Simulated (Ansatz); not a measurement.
Cu3Si:
```xyz
8
Lattice="5.1126 0.0000 0.0000 -2.5563 4.4277 0.0000 0.0000 0.0000 4.0806" Properties=species:S:1:pos:R:3 pbc="T T T"
Si     0.0000     2.9518     3.0605
Si     2.5563     1.4759     1.0202
Cu     0.0000     1.4846     1.0202
Cu     2.5563     2.9431     3.0605
Cu     3.8270     0.7423     3.0605
Cu    -1.2707     3.6854     1.0202
Cu     1.2707     3.6854     1.0202
Cu     1.2857     0.7423     3.0605
```

Relaxed with PBEsol. Special points in fractions of this cell's reciprocal vectors: Γ (0.000, 0.000, 0.000); M (0.500, 0.000, 0.000); K (0.333, 0.333, 0.000); A (0.000, 0.000, 0.500); L (0.500, 0.000, 0.500); H (0.333, 0.333, 0.500).

Q: List the band energies nearest the Fermi level at these points for PBEsol in the plane-wave PAW code Ansatz.

A: In eV from the Fermi level; about four levels below and three above (degenerate sets whole), none deeper than 8.9 eV; points with the same levels are listed once.

```tsv
k	below	above
Γ	-1.69 -1.69 -0.64 -0.64	0.79 2.58 4.39 4.39
M	-2.75 -2.36 -2.35 -1.63	0.06 0.13 0.67
K	-2.66 -2.66 -2.37 0.00 0.00	0.13 0.64 0.64
A	-2.01 -2.01 -2.01 -2.01 -1.94 -1.94	1.16 1.16 2.37 2.37 2.37 2.37
L	-1.58 -1.58 -1.19 -1.19	4.18 4.18 4.55 4.55
H	-2.44 -2.44 -2.33 -2.33	0.77 0.77 2.48 2.48
```

Space group P6_3/mmc. The workflow started from a Materials Project entry (that database holds measured and hypothetical structures alike); the Crystallography Open Database copy checked does not list it. Its standing as an ambient phase is unchecked. Symmetry was held in the PBEsol relaxation; its stability against distortions is not shown here. The run is not spin-polarised.

Potentials: the later of the program's two PAW sets.
